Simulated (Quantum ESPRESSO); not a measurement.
**How NMR parameters follow strain in KBr (Fm-3m)**

```xyz
2
Lattice="0.0000 3.2945 3.2945 3.2945 0.0000 3.2945 3.2945 3.2945 0.0000" Properties=species:S:1:pos:R:3 pbc="T T T"
K      0.0000     0.0000     0.0000
Br     3.2945     3.2945     3.2945
```
The geometry is a computed Materials Project entry, not a measured one. It is KBr in Fm-3m. Stability against distortions was not tested.

Isotropic strain: all lattice vectors are scaled together, so the volume changes by about three times as much; fractional positions kept.

Method: shieldings by PBE GIPAW on JTH datasets (Quantum ESPRESSO, modified build), 20 Ha, k-mesh 4×4×4 shifted, f-sum rule met within 0.002 %. Values are those of the named site's first atom. Shieldings are absolute and leave out the bulk-susceptibility term; a larger σ means a smaller chemical shift. By our sweeps, such settings leave a few ppm in absolute σ on light atoms and up to some 20 ppm from Zn on. Spin–orbit coupling is left out; its weight grows with the heaviest atom, Br here. The datasets of Br hold no d projectors, which limits absolute σ on these atoms. The structure is static (0 K, no zero-point motion).

Unchanged cell: σ_iso K (ppm) = 1141.8, σ_iso Br (ppm) = 2644.4.

Q: How do these values move along the path (lattice scale factor: 0.98, 0.99, 1.01, 1.02)?

A: 
```json
[
 {"lattice scale factor": "0.98", "σ_iso K (ppm)": "1120.0", "σ_iso Br (ppm)": "2586.9"},
 {"lattice scale factor": "0.99", "σ_iso K (ppm)": "1131.2", "σ_iso Br (ppm)": "2616.4"},
 {"lattice scale factor": "1", "σ_iso K (ppm)": "1141.8", "σ_iso Br (ppm)": "2644.4"},
 {"lattice scale factor": "1.01", "σ_iso K (ppm)": "1151.9", "σ_iso Br (ppm)": "2670.8"},
 {"lattice scale factor": "1.02", "σ_iso K (ppm)": "1161.4", "σ_iso Br (ppm)": "2696.0"}
]
```
